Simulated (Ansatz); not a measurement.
GaIr₃N (anti-perovskite, Pm-3m) at seven volumes, plane-wave PAW PBE (Ansatz code), scaled uniformly. One row is withheld.

| V (Å³/atom) | P (GPa) |
|---|---|
| 12.484 | 28.93 |
| 12.895 | 17.52 |
| 13.307 | ? |
| 13.718 | 0.00 |
| 14.130 | -6.66 |
| 14.541 | -12.21 |
| 14.953 | -16.81 |

Question: Fit the shown pressures and predict the withheld one.

Answer: Third-order Birch–Murnaghan: P = (3/2)B₀(x^(7/2) − x^(5/2))[1 + (3/4)(B′ − 4)(x − 1)] with x = (V₀/V)^(2/3). Least squares on the six rows gives V₀ = 13.718 Å³/atom, B₀ = 242.2 GPa, B′ = 5.02. At V = 13.307, x = 1.0205 and P = 7.95 GPa. The run itself gave 7.98 GPa.

The start of the workflow was typed in or built on a structure type; neither database checked (COD, Materials Project) lists it. Its standing as an ambient phase is unchecked. The cell was relaxed with PBE under the symmetry of its start; its stability against distortions is not shown here. The workflow began spin-polarised and lost its moments. The volume moved by 21 % from the start of the relaxation. Its formation energy is positive at this level, so the cell may be metastable or incomplete. Spin–orbit coupling is left out wherever it is not named.

Potentials: the later of the program's two PAW sets.
